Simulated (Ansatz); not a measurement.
CsCdCl₃ (cubic perovskite)

```
CELL_PARAMETERS angstrom
      5.11311     0.00000     0.00000
      0.00000     5.11311     0.00000
      0.00000     0.00000     5.11311
ATOMIC_POSITIONS crystal
  Cs 0.00000 0.00000 0.00000
  Cd 0.50000 0.50000 0.50000
  Cl 0.00000 0.50000 0.50000
  Cl 0.50000 0.00000 0.50000
  Cl 0.50000 0.50000 0.00000
```

The slice is a {110} plane (indices of the conventional cell) through the point (0.500, 0.000, 0.500) (fractional), spanned by u = [100] and v = [011] in vectors of this cell: u (5.11 Å) and v (7.23 Å, at 90° to u). It covers one period; positions are fractions (u, v).

Calculation: LDA (plane waves to 420 eV, PAW, scalar-relativistic; Ansatz, a first-principles code). k mesh 7×7×7. These are valence fields of a PAW run, semicore shells included where kept as valence: close to a nucleus they are smooth pseudo fields. CsCdCl3 was relaxed with its symmetry unable to fall.

Problem. Sketch the electron localisation function (ELF) on this plane as a map.

Solution. 
```tsv
v \ u	0.00	0.18	0.35	0.53	0.71	0.88
0.88	0.84	0.65	0.02	0.02	0.06	0.79
0.75	0.05	0.03	0.02	0.04	0.01	0.04
0.62	0.84	0.65	0.02	0.02	0.06	0.79
0.50	x	0.88	0.09	0.01	0.47	0.86
0.38	0.84	0.65	0.02	0.02	0.06	0.79
0.25	0.05	0.03	0.02	0.04	0.01	0.04
0.12	0.84	0.65	0.02	0.02	0.06	0.79
0.00	x	0.88	0.09	0.01	0.47	0.86
```

Values: electron localisation function (ELF). Points within 0.5 Å of a nucleus are blanked (x), as the pseudised field means little there.
